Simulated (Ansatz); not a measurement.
Ge₂Sb₂Te₅ (Ge2Sb2Te5-Kooi type, space group P-3m1)

```
CELL_PARAMETERS angstrom
      4.26710     0.00000     0.00000
     -2.13355     3.69542     0.00000
      0.00000     0.00000    17.62092
ATOMIC_POSITIONS crystal
  Te 0.00000 0.00000 0.00000
  Ge 0.66667 0.33333 0.09773
  Ge 0.33333 0.66667 0.90227
  Te 0.33333 0.66667 0.19306
  Te 0.66667 0.33333 0.80694
  Sb 0.00000 0.00000 0.30824
  Sb 0.00000 0.00000 0.69176
  Te 0.66667 0.33333 0.40475
  Te 0.33333 0.66667 0.59525
```

E(V) scan at fixed shape, V₀ the volume above. The atoms relax within the cell's symmetry.

Method: r2SCAN (plane waves to 500 eV, PAW, scalar-relativistic; Ansatz, a quantum-chemistry and plane-wave program). k mesh 9×9×2 (Γ-centred), Fermi-Dirac smearing 0.05 eV. E stands for the smeared free energy. Compression counts positive. With the shape held, the modulus is that of even scaling; a crystal free to change shape is softer. Ge2Sb2Te5 was relaxed with its symmetry unable to fall. Spin-orbit coupling is left out, though Sb and Te are heavy. The PAW data are Ansatz's earlier set. The zero of ΔE is the relaxed starting cell. The last digit holds for this mesh only.

```
V (Å³/atom)  ΔE (meV/atom)
-----------  -------------
25.934               117.5
26.757                76.2
27.580                45.4
28.403                23.8
29.227                 9.8
30.050                 2.3
30.873                 0.0
31.697                 1.9
32.520                 7.0
33.343            withheld
34.166                24.1
34.990                35.0
35.813                47.1
```

### Question
Fit a third-order Birch-Murnaghan form (E₀, V₀, B₀, B₀′ free) to the given rows and predict ΔE at V = 33.343.

### Answer
Least squares on the 12 given rows: ΔE = E₀ + (9V₀B₀/16)·y²·[2 + (B₀′ − 4)y], y = (V₀/V)^(2/3) − 1, with V₀ = 30.924 Å³/atom, B₀ = 29.27 GPa (160.2 GPa = 1 eV/Å³; the term in eV is multiplied by 1000), B₀′ = 7.13, E₀ = 0.18 meV/atom; root-mean-square residual 0.27 meV/atom. At 33.343 the fit gives 14.3 meV/atom; the calculation gives 14.6 meV/atom, so the interpolation is off by -0.3 (-2.1 %). For the pressure the fit gives -1.7 GPa against the computed -1.7 GPa.

(A scan under strain: stresses follow from slopes of the energy per volume, elastic moduli from its curvatures.)
